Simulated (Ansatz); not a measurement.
Sb2Ru:
```yaml
crystal:
  lattice:
    - [5.94624, 0.00000, 0.00000]
    - [0.00000, 6.67587, 0.00000]
    - [0.00000, 0.00000, 3.17682]
  atoms:
    - { symbol: Sb, position: [0.18204, 0.35891, 0.00000] }
    - { symbol: Sb, position: [0.81796, 0.64109, 0.00000] }
    - { symbol: Sb, position: [0.68204, 0.14109, 0.50000] }
    - { symbol: Sb, position: [0.31796, 0.85891, 0.50000] }
    - { symbol: Ru, position: [0.00000, 0.00000, 0.00000] }
    - { symbol: Ru, position: [0.50000, 0.50000, 0.50000] }
```

Relaxed with HSE06. Special points in fractions of this cell's reciprocal vectors: Γ (0.000, 0.000, 0.000); X (0.500, 0.000, 0.000); S (0.500, 0.500, 0.000); Y (0.000, 0.500, 0.000); Z (0.000, 0.000, 0.500); U (0.500, 0.000, 0.500); R (0.500, 0.500, 0.500); T (0.000, 0.500, 0.500).

Problem. List the band energies nearest the valence-band maximum at these points for HSE06 (plane waves, PAW; program Ansatz).

Solution. In eV from the valence-band maximum; about four levels below and three above (degenerate sets whole), none deeper than 8.9 eV; points with the same levels are listed once.

```csv
k,below,above
Γ,-1.47 -1.27 -1.24 -0.98,2.31 3.03 4.15
X,-1.36 -1.36 -0.96 -0.96,3.43 3.43 4.71 4.71
S,-1.25 -1.25 -0.95 -0.95,1.92 1.92 5.00 5.00
Y,-1.38 -1.38 -0.82 -0.82,2.95 2.95 3.51 3.51
Z,-1.76 -1.76 -1.01 -1.01,1.20 1.20 2.69 2.69
U,-1.74 -1.74 -1.28 -1.28,1.76 1.76 2.45 2.45
R,-2.11 -2.11 0.00 0.00,1.32 1.32 3.03 3.03
T,-2.25 -2.25 -0.22 -0.22,1.17 1.17 1.48 1.48
```

Space group Pnnm. The first step of the workflow began from a Materials Project structure, measured or hypothetical; the Crystallography Open Database files this formula in space group No. 58, but the cells were not matched. Whether it is the stable phase at ambient conditions was not checked. The HSE06 relaxation kept the symmetry of its start; its stability against distortions is not shown here. No spin polarisation was allowed. The hybrid was solved on a coarse mesh, the path and, where they were found, the r²SCAN edge points; its band edges are the extreme levels among these. Scalar-relativistic: spin–orbit coupling is off unless named, which matters more the heavier the elements.

Potentials: the later of the program's two PAW sets.
